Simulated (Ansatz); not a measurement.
# Computed frozen-phonon scan: Ag (fcc, Cu type)

Ag (fcc, Cu type)

```
Ag
1.0
    0.00000     4.14857     4.14857
    2.07429     2.07429     4.14857
    2.07429     2.07429     0.00000
Ag
2
Direct
  0.00000   0.00000   0.00000
  0.50000   0.00000   0.00000
```

The atoms are displaced by Q × the pattern below (from a DFPT mode at X = (0.5, 0.5, 0.0), largest move 1; Q in Å), at fixed cell. (q is in reciprocal vectors of the primitive cell; the cell shown is doubled to hold the pattern.)

| atom | x | y | z |
|---|---|---|---|
| Ag1 | 0.000 | 0.000 | -1.000 |
| Ag2 | 0.000 | 0.000 | 1.000 |

Computed with PBE (plane waves to 420 eV, PAW, scalar-relativistic; Ansatz, a program for electronic structure). k mesh 19×19×19 (Γ-centred), Fermi-Dirac smearing 0.05 eV. The energy includes the smearing's −TS. Compression counts positive. With partly filled bands, energies and forces of such displacements shift with the k mesh and the smearing. Ag was relaxed with its symmetry unable to fall. ΔE is measured from the undisplaced structure.

```json
[
 {"Q (Å)": "-0.100", "ΔE (eV/cell)": "0.097", "−dE/dQ from forces (eV/Å)": "1.981", "P (GPa)": "2.1"},
 {"Q (Å)": "-0.083", "ΔE (eV/cell)": "0.067", "−dE/dQ from forces (eV/Å)": "1.634", "P (GPa)": "1.4"},
 {"Q (Å)": "-0.067", "ΔE (eV/cell)": "0.043", "−dE/dQ from forces (eV/Å)": "1.297", "P (GPa)": "0.9"},
 {"Q (Å)": "-0.050", "ΔE (eV/cell)": "0.024", "−dE/dQ from forces (eV/Å)": "0.966", "P (GPa)": "0.5"},
 {"Q (Å)": "-0.033", "ΔE (eV/cell)": "0.011", "−dE/dQ from forces (eV/Å)": "0.641", "P (GPa)": "0.2"},
 {"Q (Å)": "-0.017", "ΔE (eV/cell)": "0.003", "−dE/dQ from forces (eV/Å)": "0.320", "P (GPa)": "0.0"},
 {"Q (Å)": "0.000", "ΔE (eV/cell)": "0.000", "−dE/dQ from forces (eV/Å)": "0.000", "P (GPa)": "0.0"},
 {"Q (Å)": "0.017", "ΔE (eV/cell)": "0.003", "−dE/dQ from forces (eV/Å)": "-0.320", "P (GPa)": "0.0"},
 {"Q (Å)": "0.033", "ΔE (eV/cell)": "0.011", "−dE/dQ from forces (eV/Å)": "-0.641", "P (GPa)": "0.2"},
 {"Q (Å)": "0.050", "ΔE (eV/cell)": "0.024", "−dE/dQ from forces (eV/Å)": "-0.966", "P (GPa)": "0.5"},
 {"Q (Å)": "0.067", "ΔE (eV/cell)": "0.043", "−dE/dQ from forces (eV/Å)": "-1.297", "P (GPa)": "0.9"},
 {"Q (Å)": "0.083", "ΔE (eV/cell)": "0.067", "−dE/dQ from forces (eV/Å)": "-1.634", "P (GPa)": "1.4"},
 {"Q (Å)": "0.100", "ΔE (eV/cell)": "0.097", "−dE/dQ from forces (eV/Å)": "-1.981", "P (GPa)": "2.1"}
]
```

Key numbers:

The energy at Q = 0.100 Å comes out as 97 meV/cell. Space group of the distorted cell: P4/nmm (No. 129), lowered from Fm-3m. Symmetry of the curve: even: the same for both signs. Shape of the curve: a single well with its minimum at or next to zero displacement. Harmonic wavenumber from the curvature (finite differences): 155 cm⁻¹.

(A displaced cell: forces are minus the slopes of the energy, force constants its curvatures, and phonons follow from these.)
